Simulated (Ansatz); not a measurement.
Energies of structures of Rh at several levels, each column relative to the first row (Fm-3m, cF4, fcc (Cu type)), in eV/atom. Geometries are relaxed with PBEsol (plane waves to 420 eV, PAW, scalar-relativistic; Ansatz, an electronic-structure program) unless a column says relaxed; all runs are Ansatz, PAW (cutoffs: r2SCAN on this geometry 500 eV). Columns compare only within themselves.

```csv
structure,PBEsol,r2SCAN on this geometry
"Fm-3m, cF4, fcc (Cu type)",0.00,0.00
"P6₃/mmc, hP2, hcp (Mg type)",+0.04,___
"Pm-3m, cP1, AFLOW prototype A_cP1_221_a (A_h)",+0.89,___
```

**Question.** Fill in the missing entries.

**Answer.** 
- P6₃/mmc, hP2, hcp (Mg type), r2SCAN on this geometry: +0.05
- Pm-3m, cP1, AFLOW prototype A_cP1_221_a (A_h), r2SCAN on this geometry: +0.80

At r2SCAN on this geometry the lowest of those computed is still Fm-3m, cF4, fcc (Cu type).

Probably no minimum, since a slightly shaken restart fell lower: Pm-3m, cP1, AFLOW prototype A_cP1_221_a (A_h) (by 0.89 eV/atom, to Fm-3m). Each run could gain symmetry but not lose that of its start, so entries can be saddle points. From databases, or of a type measured for this composition: Fm-3m, cF4, fcc (Cu type); the others are generated cells (placed on structure types, drawn at random, substituted or restacked) that were not matched to a known phase here. Static energies at zero pressure. No spin polarisation in the result.
